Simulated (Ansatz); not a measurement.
BN (NiAs type, P6_3/mmc) under volume change, PBEsol in the plane-wave PAW code Ansatz, shape and atoms relaxed at each volume.

| V (Å³/atom) | E − E(relaxed) (meV/atom) | P (GPa) |
|---|---|---|
| 4.865 | 61.0 | 43.82 |
| 5.025 | 25.8 | 27.03 |
| 5.185 | 6.1 | 12.54 |
| 5.346 | 0.0 | 0.01 |
| 5.506 | 5.6 | -10.84 |
| 5.667 | 21.2 | -20.21 |
| 5.827 | 45.6 | -28.33 |

What does a third-order Birch–Murnaghan fit give for V₀, B₀ and B′?

V₀ = 5.35 Å³/atom, B₀ = 388 GPa, B′ = 3.8.

The cell is a constructed one: a structure type filled with these elements. Its sites differ from those of the usual phase in this space group: another stacking or structure type. The cell was relaxed with PBEsol under the symmetry of its start. At this level the phase is dynamically unstable (imaginary phonons). Its formation energy is positive at this level, so the cell may be metastable or incomplete.

Potentials: the later of the program's two PAW sets.
